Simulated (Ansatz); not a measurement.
Sn (β-Sn type), relaxed with PBE (Ansatz, an electronic-structure program, plane waves, PAW): a = b = 5.925 Å, c = 3.237 Å, α = β = γ = 90.00°.

Task: The same phase is relaxed and computed with PBE+D3(BJ) in the same code. What is the cell now?

Result: a = b = 5.879 Å, c = 3.149 Å, α = β = γ = 90.00°.

All cells were relaxed under the symmetry of their starts (and spin orders); stability against distortions was not tested throughout. Scalar-relativistic: spin–orbit coupling is off unless named, which matters more the heavier the elements.

Potentials: the later of the program's two PAW sets.

Ansatz is a plane-wave DFT program.
